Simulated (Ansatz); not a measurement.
A relaxation computed with Ansatz, from input to last step.

```yaml
crystal:
  lattice:
    - [2.7080309755, 0.0, 0.0]
    - [-1.3540154878, 2.345223619, 0.0]
    - [0.0, 0.0, 6.0757657051]
  atoms:
    - { symbol: V, position: [0.6666666667, 0.3333333333, 0.3011028577], spin: 0.42 }
    - { symbol: V, position: [0.3333333333, 0.6666666667, 0.6988971423], spin: 0.42 }
    - { symbol: "N", position: [0.0, 0.0, 0.5] }
    - { symbol: "N", position: [0.0, 0.0, 0.107663346] }
    - { symbol: "N", position: [0.0, 0.0, 0.892336654] }
basis:
  ecutwfc: 500
kpoints:
  mp_grid: { grid: [12, 12, 6] }
hamiltonian:
  xc: r2scan
scf:
  occupations: { method: gaussian, width: 0.1 }
output:
  forces: true
  stress: true
  eigenvalues: true
  populations: true
magnetization:
  spin_polarized: true
relax:
  adjacent_minimum: "off"
  f_tol: 0.01
  max_steps: 30
  cell: { stress_tol: 0.1, fix: [volume] }
```

```bash
ansatz run input.yaml --threads 1 --pin off --max-ram 2560MiB --backend cpu --events-out ev --progress --plain --runs-dir out
```

Level of theory: DFT r2SCAN, scalar-relativistic, plane waves, PAW (Ansatz 0.2.0).

The volume is held at 0.91 times that of the relaxed cell.

Of 6 frames 5 are shown, positions in Å and forces in eV/Å; the SCF threshold varies from step to step. Steps run on the plane waves of an earlier cell, with a Pulay correction in the pressure. The basis is chosen afresh for the last frame, the zero of the energies, and at times for earlier ones too; energy and pressure step there, also at an unchanged geometry.

```xyz
5
Lattice="2.7080 0.0000 0.0000 -1.3540 2.3452 0.0000 0.0000 0.0000 6.0758" Properties=species:S:1:pos:R:3:forces:R:3 pbc="T T T" step=1 free_energy_over_end_meV_per_atom=0.55 pressure_GPa=34.78
V     1.3540    0.7817    1.8294    0.0000    0.0000    0.0906
V     0.0000    1.5635    4.2463    0.0000    0.0000   -0.0906
N     0.0000    0.0000    3.0379    0.0000    0.0000    0.0000
N     0.0000    0.0000    0.6541    0.0000    0.0000    0.1488
N     0.0000    0.0000    5.4216    0.0000    0.0000   -0.1488
5
Lattice="2.7014 0.0000 0.0000 -1.3507 2.3395 0.0000 0.0000 0.0000 6.1055" Properties=species:S:1:pos:R:3:forces:R:3 pbc="T T T" step=2 free_energy_over_end_meV_per_atom=0.03 pressure_GPa=33.97
V     1.3507    0.7798    1.8393    0.0000    0.0000   -0.0138
V     0.0000    1.5597    4.2662    0.0000    0.0000    0.0138
N     0.0000    0.0000    3.0528    0.0000    0.0000    0.0000
N     0.0000    0.0000    0.6562    0.0000    0.0000    0.0629
N     0.0000    0.0000    5.4493    0.0000    0.0000   -0.0629
5
Lattice="2.7025 0.0000 0.0000 -1.3512 2.3404 0.0000 0.0000 0.0000 6.1008" Properties=species:S:1:pos:R:3:forces:R:3 pbc="T T T" step=3 free_energy_over_end_meV_per_atom=0.01 pressure_GPa=34.07
V     1.3512    0.7801    1.8380    0.0000    0.0000   -0.0055
V     0.0000    1.5603    4.2629    0.0000    0.0000    0.0055
N     0.0000    0.0000    3.0504    0.0000    0.0000    0.0000
N     0.0000    0.0000    0.6563    0.0000    0.0000    0.0421
N     0.0000    0.0000    5.4446    0.0000    0.0000   -0.0421
5
Lattice="2.7025 0.0000 0.0000 -1.3512 2.3404 0.0000 0.0000 0.0000 6.1007" Properties=species:S:1:pos:R:3:forces:R:3 pbc="T T T" step=4 free_energy_over_end_meV_per_atom=0.00 pressure_GPa=34.06
V     1.3512    0.7801    1.8376    0.0000    0.0000    0.0128
V     0.0000    1.5603    4.2631    0.0000    0.0000   -0.0128
N     0.0000    0.0000    3.0504    0.0000    0.0000    0.0000
N     0.0000    0.0000    0.6568    0.0000    0.0000   -0.0056
N     0.0000    0.0000    5.4439    0.0000    0.0000    0.0056
5
Lattice="2.7025 0.0000 0.0000 -1.3513 2.3405 0.0000 0.0000 0.0000 6.1005" Properties=species:S:1:pos:R:3:forces:R:3 pbc="T T T" step=6 free_energy_over_end_meV_per_atom=0.00 pressure_GPa=34.06
V     1.3513    0.7802    1.8378    0.0000    0.0000    0.0000
V     0.0000    1.5603    4.2627    0.0000    0.0000    0.0000
N     0.0000    0.0000    3.0503    0.0000    0.0000    0.0000
N     0.0000    0.0000    0.6567    0.0000    0.0000    0.0004
N     0.0000    0.0000    5.4438    0.0000    0.0000   -0.0004
```

The run took 2.5 min on 1 thread of Intel(R) Xeon(R) Platinum 8375C CPU @ 2.90GHz (Ice Lake), on a shared host, peak memory 0.63 GiB.

Moments started parallel, and an antiferromagnetic order may lie lower.